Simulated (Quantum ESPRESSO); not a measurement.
```cif
data_Cd2STe
_chemical_formula_sum 'S1 Cd2 Te1'
_space_group_name_H-M_alt 'P 1'
_space_group_IT_number 1
_cell_length_a 4.34811
_cell_length_b 4.34811
_cell_length_c 7.13971
_cell_angle_alpha 90.000
_cell_angle_beta 90.000
_cell_angle_gamma 120.000
loop_
_space_group_symop_operation_xyz
  'x, y, z'
loop_
_atom_site_label
_atom_site_type_symbol
_atom_site_fract_x
_atom_site_fract_y
_atom_site_fract_z
_atom_site_occupancy
S1 S 0.66667 0.33333 0.11976 1
Cd1 Cd 0.66667 0.33333 0.47206 1
Cd2 Cd 0.00000 0.00000 0.02518 1
Te1 Te 0.00000 0.00000 0.63100 1
```

Cell and atoms were relaxed with PBEsol from Materials Project entry mp-1226950, within its symmetry.

### Question
What does norm-conserving PBEsol (Quantum ESPRESSO, 102 Ry, with spin-orbit coupling) give for the electronic structure near the Fermi level?

### Answer
Along the path the PBEsol gap is only about 0.01 eV, below what this setup resolves reliably; no G0W0 run was built on it. Semilocal functionals shrink small gaps, and the order of the bands at the edge may be inverted. 

The structure is a Materials Project entry; no match was found in the copy of COD used, and its stability was not checked.
